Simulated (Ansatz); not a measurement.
Ca:
```
CELL_PARAMETERS angstrom
      3.76095     0.00000     0.00000
     -1.88048     3.25708     0.00000
      0.00000     0.00000     6.24355
ATOMIC_POSITIONS crystal
  Ca 0.33333 0.66667 0.25000
  Ca 0.66667 0.33333 0.75000
```

Relaxed with LDA. Special points in fractions of this cell's reciprocal vectors: Γ (0.000, 0.000, 0.000); M (0.500, 0.000, 0.000); K (0.333, 0.333, 0.000); A (0.000, 0.000, 0.500); L (0.500, 0.000, 0.500); H (0.333, 0.333, 0.500).

Task: List the band energies nearest the Fermi level at these points for DFT-LDA in the program Ansatz with PAW potentials.

Result: In eV from the Fermi level; about four levels below and three above (degenerate sets whole), none deeper than 8.9 eV; points with the same levels are listed once.

| k | below | above |
|---|---|---|
| Γ | -4.25 -1.20 -0.15 | 2.19 2.28 2.28 |
| M | -1.16 -0.65 | 0.07 0.26 1.38 |
| K | -0.24 -0.24 -0.19 | 0.44 1.42 1.42 |
| A | -3.18 -3.18 | 1.30 1.30 2.28 2.28 2.28 2.28 |
| L | -0.81 -0.81 | 0.20 0.20 1.39 1.39 |
| H | – | 0.11 0.11 0.42 0.42 |

Space group P6_3/mmc (hcp (Mg type)). The workflow started from an entry of the Crystallography Open Database (COD, 723 K), which files this formula under 3 space groups. It is not the phase usual at ambient conditions (space group No. 225). Symmetry was held in the LDA relaxation; its stability against distortions is not shown here.

Potentials: the earlier of the program's two PAW sets. The files were generated under PBE; for other functionals the program regenerates the frozen cores, and for LDA and PBEsol the local potential too.
